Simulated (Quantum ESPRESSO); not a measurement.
## Ti2Hf4TaRu (a curve over one atom's position)

Computed values, not a measurement. The program is pw.x of Quantum ESPRESSO 7.5 (plane-wave density functional theory). The cell is made up: eight metal atoms on a face-centred cubic lattice, with elements, volume, strain and displacements drawn at random and not relaxed, so it may be unstable or far from any real phase. PseudoDojo standard norm-conserving files set the functional (PBE unless stated); there is no spin polarisation or spin-orbit coupling, the Fermi-Dirac width of 0.25 eV means electrons at about 2900 K, and the masses in the input are unused placeholders. Heavy elements are run without spin-orbit coupling, which real alloys of them have. A spin test at this wide smearing found no moment, but such smearing suppresses magnetism that the real alloy may have.

Seven runs move atom 3 (Ta, counted in the order of the input) along z and keep all else fixed.

Input of the run at -0.0424:

```
&control calculation='scf', pseudo_dir='./dojo.nc.sr.pbe.v0_5.standard.upf', outdir='./o', disk_io='minimal', tprnfor=.true., tstress=.true. /
&system ibrav=0, nat=8, ntyp=4, nbnd=69, ecutwfc=84.00895049, nosym=.true., tot_charge=0,
 occupations='smearing', smearing='fd', degauss=0.0183746611
/
&electrons conv_thr=1.470e-08, electron_maxstep=70, mixing_beta=0.5 /
ATOMIC_SPECIES
Hf 1.0 Hf.upf
Ru 1.0 Ru.upf
Ta 1.0 Ta.upf
Ti 1.0 Ti.upf
CELL_PARAMETERS angstrom
-2.1004 -4.2007 -2.1004
-4.2007 2.1004 2.1004
0.0 4.2007 -4.2007
ATOMIC_POSITIONS angstrom
Ti 0.0024 0.113 -0.058
Hf 0.0374 2.1313 -2.1287
Ta -2.1031 2.0272 0.0162
Ti -2.1584 4.2398 -2.1384
Hf -2.1092 -0.1516 -2.0744
Ru -1.9639 2.0971 -4.0851
Hf -4.0295 0.0643 -0.0307
Hf -4.0488 2.0231 -2.2025
K_POINTS automatic
5 5 4 1 1 1
```

```
shift of atom 3 along z (Å)  free energy less that of the input shown (eV)  Fx on atom 3 (eV/Å)  Fy on atom 3 (eV/Å)  Fz on atom 3 (eV/Å)  pressure (GPa)  iterations
                    -0.1741                                         0.1115                0.541                1.219                1.168            9.19          20
                    -0.0736                                         0.0191                0.530                1.118                0.683            8.85          20
                    -0.0424                                         0.0000                0.532                1.089                0.544            8.78          20
                    +0.0751                                        -0.0332                0.577                0.980                0.015            8.67          20
                    +0.1298                                        -0.0267                0.621                0.932               -0.254            8.69          20
                    +0.1956                                         0.0014                0.696                0.875               -0.606            8.80          18
```

Question: one run is left out of the table, at -0.1112. Estimate its Fz on atom 3 (eV/Å).

Answer: 0.856. The whole row:

| shift of atom 3 along z (Å) | free energy less that of the input shown (eV) | Fx on atom 3 (eV/Å) | Fy on atom 3 (eV/Å) | Fz on atom 3 (eV/Å) | pressure (GPa) | iterations |
| --- | --- | --- | --- | --- | --- | --- |
| -0.1112 | 0.0480 | 0.531 | 1.155 | 0.856 | 8.96 | 20 |

A cubic fit gives dFz/dz = -4.45 eV/Å² at zero shift. Across the table the energy follows minus the integral of the force to 0.1 meV. A rerun of one of the cells at a higher cutoff and on a denser mesh moved values by no more than 0.002 eV in energy, 0.02 GPa in stress and 0.003 eV/Å in force, and a second program with other atomic files agreed on that cell to 2 % rms in force and 0.5 GPa in pressure.